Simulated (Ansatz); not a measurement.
A geometry of Al2Cu away from equilibrium: step 2 of the relaxation of a relaxed Al2Cu cell, doubled along one cell vector, shaken by Gaussian noise of σ = 0.08 Å a coordinate. These are r2SCAN (plane waves to 500 eV, PAW, scalar-relativistic; Ansatz, a first-principles code) values and carry that method's errors. Γ-centred k-mesh 10×10×5 on the run's cell (coarser than for final values), Fermi–Dirac smearing 0.05 eV.

```xyz
6
Lattice="0.0027 2.8731 2.8687 2.8680 0.0006 2.8708 5.7053 5.7195 0.0320" Properties=species:S:1:pos:R:3:forces:R:3 pbc="T T T" free_energy=-15425.285 pressure_GPa=1.1
Cu    -0.0499     0.0022    -0.0539    0.2494    0.1228    0.3004
Cu     2.7504     2.8375     0.0343    1.0204    0.3114   -0.5579
Al     1.4295     1.4691     1.3782   -0.4707   -0.4915    0.4215
Al     4.2962     4.3011     1.4435   -0.3598   -0.0149   -0.0247
Al     4.3039     4.3043     4.2638   -0.3646    0.1113    0.2396
Al     7.1177     7.1611     4.3586   -0.0747   -0.0390   -0.3789
```

Positions in Å, forces in eV/Å, free energy of the cell in eV (comparable only within this code, potentials and settings). Largest force: 1.20 eV/Å, on Cu2 (atoms numbered as listed); the geometry lies 0.02 eV/atom above the end of its relaxation.

No spin polarisation in the result.

The end of the path is a generated cell of Al2Cu: the first start was made by placing the elements on the sites of a structure type, and the end was not matched to a known phase here, so it may be hypothetical. Known forms of Al2Cu include space group No. 140.
